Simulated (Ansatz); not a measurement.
**YHg (Pm-3m): the size of the finite step**

```
Y Hg
1.0
     3.66551    0.00000    0.00000
     0.00000    3.66551    0.00000
     0.00000    0.00000    3.66551
Y Hg
1 1
Direct
  0.50000 0.50000 0.50000
  0.00000 0.00000 0.00000
```

Unless marked otherwise, the numbers come from PBEsol, PAW on Ansatz 0.2.0's default frozen-core files (fitted under PBE), scalar-relativistic. k mesh 12×12×12, strains of ±0.005, Fermi-Dirac smearing of 0.080 eV, cutoff 420 eV. The cell was relaxed by PAW under this functional.

Problem. Elastic constants come from stresses at strains of ±0.005 (two-point stencil): C11 = 98.0, C12 = 62.1, C44 = 38.8 GPa. What does an amplitude of 0.08 give?

Solution. C11 = 96.6, C12 = 64.0, C44 = 37.9 GPa. A large step picks up anharmonic terms.

Known limits: frozen-core PAW files fitted under PBE, their cores solved anew for the functional of the run; responses of metals move with mesh and smearing; no spin-orbit coupling on heavy atoms.
